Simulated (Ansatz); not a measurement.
KI (rock salt)

```yaml
crystal:
  lattice:
    - [0.00000, 3.54577, 3.54577]
    - [3.54577, 0.00000, 3.54577]
    - [3.54577, 3.54577, 0.00000]
  atoms:
    - { symbol: I, position: [0.00000, 0.00000, 0.00000] }
    - { symbol: K, position: [0.50000, 0.50000, 0.50000] }
```

Equation-of-state scan: isotropic scaling of the cell above, V₀ being its volume. Symmetry pins the atoms to their sites.

Computed with r2SCAN (plane waves to 500 eV, PAW, scalar-relativistic; Ansatz, a program for electronic structure). k mesh 8×8×8 (Γ-centred), Fermi-Dirac smearing 0.05 eV. Energies are smeared free energies. Stress and pressure are positive under compression. KI was relaxed with its symmetry unable to fall. Spin-orbit coupling is left out, though I is heavy. ΔE is measured from the relaxed starting cell.

| V (Å³/atom) | ΔE (meV/atom) |
|---|---|
| 41.904 | withheld |
| 42.439 | 4.5 |
| 42.974 | 2.5 |
| 43.509 | 1.1 |
| 44.044 | 0.3 |
| 44.579 | 0.0 |
| 45.114 | 0.2 |
| 45.649 | 0.9 |
| 46.184 | 2.0 |
| 46.719 | 3.6 |
| 47.254 | 5.5 |

Task: Fit a third-order Birch-Murnaghan form (E₀, V₀, B₀, B₀′ free) to the given rows and predict ΔE at V = 41.904.

Result: Least squares on the 10 given rows: ΔE = E₀ + (9V₀B₀/16)·y²·[2 + (B₀′ − 4)y], y = (V₀/V)^(2/3) − 1, with V₀ = 44.614 Å³/atom, B₀ = 12.49 GPa (160.2 GPa = 1 eV/Å³; the term in eV is multiplied by 1000), B₀′ = 4.14, E₀ = 0.00 meV/atom; root-mean-square residual 0.01 meV/atom. At 41.904 the fit gives 7.1 meV/atom; the calculation gives 7.1 meV/atom, the same to the digits shown. For the pressure the fit gives 0.89 GPa against the computed 0.90 GPa.

(Under strain, the slope of the energy per volume gives the stress and its curvature an elastic modulus.)
